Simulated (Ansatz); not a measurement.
The relaxed structure here is a generated cell of Au: the first start was made by a random draw of sites in a space group, and the end was not matched to a known phase here, so it may be hypothetical. Known forms of Au include space group No. 225.

One stationary structure of Au. Space group P6/mmm (No. 191), AFLOW prototype A_hP1_191_a (A_f, as in Sn). The numbers are results of PBE (plane waves to 420 eV, PAW, scalar-relativistic; Ansatz, a quantum-chemistry and plane-wave program), not measurements.

```cif
data_Au
_chemical_formula_sum 'Au1'
_space_group_name_H-M_alt 'P 1'
_space_group_IT_number 1
_cell_length_a 2.82133
_cell_length_b 2.82133
_cell_length_c 2.80636
_cell_angle_alpha 90.000
_cell_angle_beta 90.000
_cell_angle_gamma 120.000
loop_
_space_group_symop_operation_xyz
  'x, y, z'
loop_
_atom_site_label
_atom_site_type_symbol
_atom_site_fract_x
_atom_site_fract_y
_atom_site_fract_z
_atom_site_occupancy
Au1 Au 0.00000 0.00000 0.00000 1
```

- Volume per atom = 19.35 Å³
- Density = 16.91 g/cm³
- Band gap = zero (metallic)
- Shortest distances = Au–Au 2.81 Å
- k-mesh = 19×19×16

No spin polarisation in the result.

The run could not lose the symmetry of its start: the end is stationary, and may be a saddle point rather than a minimum.
